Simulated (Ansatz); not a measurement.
ZrO2:
```
ZrO2
1.0
    5.12756     0.00000     0.00000
    0.00000     5.21156     0.00000
   -0.88319     0.00000     5.22143
Zr O
4 8
Direct
  0.72285   0.95672   0.79050
  0.27715   0.04328   0.20950
  0.27715   0.45672   0.70950
  0.72285   0.54328   0.29050
  0.07005   0.16344   0.84128
  0.92995   0.83656   0.15872
  0.92995   0.66344   0.65872
  0.07005   0.33656   0.34128
  0.55137   0.25772   0.02052
  0.44863   0.74228   0.97948
  0.44863   0.75772   0.47948
  0.55137   0.24228   0.52052
```

Relaxed with PBEsol (plane waves, PAW; program Ansatz). Indices refer to the conventional cell of P2_1/c, a = 5.1276 Å, b = 5.2116 Å, c = 5.2956 Å, α = γ = 90.00°, β = 99.60°.

Q: Simulate the powder diffraction pattern (Cu Kα, λ = 1.54184 Å; lines above 1 %) up to 2θ = 90°.

A: Simulated powder pattern, Cu Kα, λ = 1.54184 Å (kinematic, ideal powder, no thermal factors, no anomalous dispersion; the 30 strongest lines at most, above 1 %, up to 2θ = 90°):

```csv
2θ (°),d (Å),I/Imax (%),hkl
17.54,5.056,6.3,(100)
24.13,3.689,15,(011)
24.53,3.629,13,(110)
28.22,3.163,100,(-1 1 1)
31.67,2.826,69,(111)
34.35,2.611,22,(002)
34.42,2.606,13,(020)
35.51,2.528,16,(200)
38.62,2.332,7.2,(021)
40.83,2.210,15,(-2 1 1)
41.42,2.180,5.9,(-1 2 1)
45.15,2.008,8.0,(112)
45.60,1.989,7.0,(-2 0 2)
49.42,1.844,20,(022)
50.29,1.814,23,(220)
50.65,1.802,13,(-1 2 2)
51.29,1.781,7.1,(-2 2 1)
54.58,1.681,13,(202)
55.68,1.651,10,(013)
55.78,1.648,7.3,(-1 1 3)
55.97,1.643,10,(130)
57.37,1.606,9.0,(-3 1 1)
57.92,1.592,5.4,(-1 3 1)
59.93,1.543,9.7,(131)
60.19,1.538,8.6,(-3 0 2)
61.82,1.501,7.2,(113)
62.10,1.495,8.2,(-2 1 3)
63.32,1.469,12,(311)
66.14,1.413,5.7,(222)
75.16,1.264,6.6,(041)
```

The cell was relaxed with PBEsol under the symmetry of its start. The run is not spin-polarised.

Potentials: the earlier of the program's two PAW sets. The files were generated under PBE; for other functionals the program regenerates the frozen cores, and for LDA and PBEsol the local potential too.
